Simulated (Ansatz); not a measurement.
A trial form of Ti₅Si

The calculation used Ansatz, DFT PBE, scalar-relativistic, plane waves, PAW. Cutoff 420 eV, Gaussian smearing, Γ-centred meshes. Cell and atoms relax first on a coarse mesh and then on a finer one. In between, the cell is made exact in the group found at 0.06 Å. In metals the finer mesh still leaves noise of several meV/atom or more. The steps can't lower the symmetry of their start. No spin polarisation in the relaxation; trial moments died out in a coarse test.

The cell of Ti₅Si is invented: random cell by space group and Wyckoff sites (P4mm, No. 99). Its size is a rough estimate.

```xyz
6
Lattice="5.2595 0.0000 0.0000 0.0000 5.2595 0.0000 0.0000 0.0000 3.3845" Properties=species:S:1:pos:R:3 pbc="T T T"
Ti    3.6850    3.6850    0.1075
Ti    1.5745    1.5745    0.1075
Ti    1.5745    3.6850    0.1075
Ti    3.6850    1.5745    0.1075
Ti    2.6298    2.6298    1.5687
Si    0.0000    0.0000    0.4022
```

The zero of energy is the elements' standard structures at the same level; no fitted shifts are applied.

Question: What does it relax into?

Answer: The symmetry goes from P4mm (No. 99) to P4/mmm (No. 123). The volume per atom grows by 22.5 %, from 15.6 to 19.1 Å³. The shortest distance goes from 2.09 Å (Ti–Ti) to 2.64 Å (Ti–Si). The energy falls by about 2.3 eV/atom (the start's value is from the coarse mesh). The end is written in a standard setting, so origin, axes and order of atoms can differ from the start's. Conventional cell: a = 6.383 Å, c = 2.814 Å. Ti on a site of symmetry m2m has 2 Si at 2.64 Å, 4 Ti at 2.68–2.81 Å and 4 Ti at 3.16–3.22 Å; around Ti on a site of symmetry 4/mmm lie 10 Ti at 2.68–2.81 Å; Si has 8 Ti at 2.64 Å and 2 Si at 2.81 Å.

```cif
data_structure
_symmetry_space_group_name_H-M 'P4/mmm'
_symmetry_Int_Tables_number 123
_cell_length_a 6.3829
_cell_length_b 6.3829
_cell_length_c 2.8144
_cell_angle_alpha 90.000
_cell_angle_beta 90.000
_cell_angle_gamma 90.000
_cell_volume 114.66
loop_
_atom_site_label
_atom_site_type_symbol
_atom_site_symmetry_multiplicity
_atom_site_Wyckoff_symbol
_atom_site_fract_x
_atom_site_fract_y
_atom_site_fract_z
_atom_site_occupancy
Ti1 Ti 4 k 0.75214 0.75214 0.50000 1
Ti2 Ti 1 c 0.50000 0.50000 0.00000 1
Si1 Si 1 a 0.00000 0.00000 0.00000 1
```

Question: How does it come out in energy, and is it a metal?

Answer: The formation energy is +0.28 eV/atom and the gap on the 6×6×14 mesh of the 6-atom cell is 0 eV (a metal).

The separate elements lie lower, so it is unstable against them.

The last run used Gaussian smearing of 0.10 eV. A structure relaxed within its symmetry needn't be a true minimum. Another cell of Ti5Si relaxed alike, in R32 (a Materials Project cell), lies 0.58 eV/atom lower, so this cell isn't the stable form at this level.
